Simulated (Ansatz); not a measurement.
## Relaxing a structure of TiO2

The start is a relaxed TiO2 cell with every coordinate shifted by Gaussian noise of σ = 0.1 Å. A full variable-cell relaxation at zero pressure is run with PBEsol (plane waves to 420 eV, PAW, scalar-relativistic; Ansatz, a first-principles code). First-step values are on the input's coarse k-mesh.

Ansatz input (later rounds restart from its end on a renewed k-mesh):
Ansatz 0.2 input:
```yaml
crystal:
  lattice:
    - [4.5915869615, 0, 0]
    - [0, 4.5915869615, 0]
    - [0, 0, 2.9391020896]
  atoms:
    - { symbol: Ti, position: [-0.010632633, -0.0114901498, 0.0162147301] }
    - { symbol: Ti, position: [0.5253133797, 0.4861105929, 0.5012702494] }
    - { symbol: O, position: [0.280144349, 0.3266374983, 0.069758964] }
    - { symbol: O, position: [0.803870818, 0.1910470782, 0.517673436] }
    - { symbol: O, position: [0.2083313016, 0.8255710068, 0.5303651591] }
    - { symbol: O, position: [0.6870470876, 0.6740416967, -0.0799848618] }
basis: { ecutwfc: 420, ecutrho_ratio: 4, xc_grid: 2, fft_grid_basis: typed }
kpoints: { mp_grid: { grid: [5, 5, 8] } }
hamiltonian:
  xc: pbesol
  dispersion: none
  pseudopotentials: { azcp: { folder: ./paw }, kind: paw }
scf: { occupations: { method: fermi_dirac, width: 0.05 } }
relax: { f_tol: 0.01, max_steps: 100, cell: { stress_tol: 0.02 } }
output: { forces: true, stress: true }
```

### Question
How much energy is released per atom?

### Answer
0.19 eV/atom.

### Question
Does it find its way back to the structure it was made from?

### Answer
The parent structure is recovered, P4₂/mnm (No. 136).

### Question
How do the shortest distances between atoms change?

### Answer
The closest pairs of elements (up to four, under 3.6 Å), start → end: O–Ti 1.68 → 1.94 Å; O–O 2.50 → 2.54 Å; Ti–Ti 2.94 → 2.94 Å.

### Question
What band gap does the relaxed structure have at this level?

### Answer
1.87 eV, direct at Γ (no spin-orbit coupling).

It ends as:

```cif
data_O4Ti2
_chemical_formula_sum 'Ti2 O4'
_space_group_name_H-M_alt 'P42/mnm'
_space_group_IT_number 136
_space_group_name_Hall '-P 4n 2n'
_cell_length_a 4.59160
_cell_length_b 4.59160
_cell_length_c 2.93908
_cell_angle_alpha 90.000
_cell_angle_beta 90.000
_cell_angle_gamma 90.000
loop_
_atom_site_label
_atom_site_type_symbol
_atom_site_symmetry_multiplicity
_atom_site_Wyckoff_symbol
_atom_site_fract_x
_atom_site_fract_y
_atom_site_fract_z
_atom_site_occupancy
Ti1 Ti 2 b 0.00000 0.00000 0.50000 1
O1 O 4 f 0.19558 0.19558 0.00000 1
```

Final values are on a 7×7×11 k-mesh of the relaxed cell. The start holds a very short contact (Ti–O 1.68 Å). No spin polarisation in the result.
